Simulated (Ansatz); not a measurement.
MoS₂ in space group R3m (No. 160; Mo on 3a, S on 3a, S on 3a), DFT-PBE+D3(BJ) in the program Ansatz with PAW potentials. The conduction-band minimum lies on the Γ–S0 line, 54 % of the way from Γ, with 6 equivalent valleys. Second derivatives d²E/dk² of the lowest band at one valley (eV·Å²), along Cartesian directions:

```csv
direction,d²E/dk²
[100],10.40
[010],11.58
[001],15.31
[110],9.992
[101],12.41
[011],13.20
```

Problem. Find the principal effective masses, the density-of-states mass and the conductivity mass.

Solution. Off-diagonal terms follow from H_xy = H[110] − (H_xx + H_yy)/2, and m*/mₑ = 7.620 eV·Å² over each eigenvalue: 0.50, 0.63, 0.78. One valley's DOS mass (m₁m₂m₃)^(1/3) = 0.62, conductivity mass 3/(Σ 1/mᵢ) = 0.61 mₑ.

Problem. What effective density of states Nc follows at 300 K for parabolic valleys?

Solution. Nc = 2.509e19 × 6 × (0.62)^(3/2) ≈ 7.4e19 cm⁻³.

The cell was relaxed with PBE+D3(BJ) under the symmetry of its start. No spin polarisation was allowed. Spin–orbit coupling is left out wherever it is not named.

Potentials: the later of the program's two PAW sets.

Edges and masses are those of Kohn–Sham bands, whose gap is no quasiparticle gap.
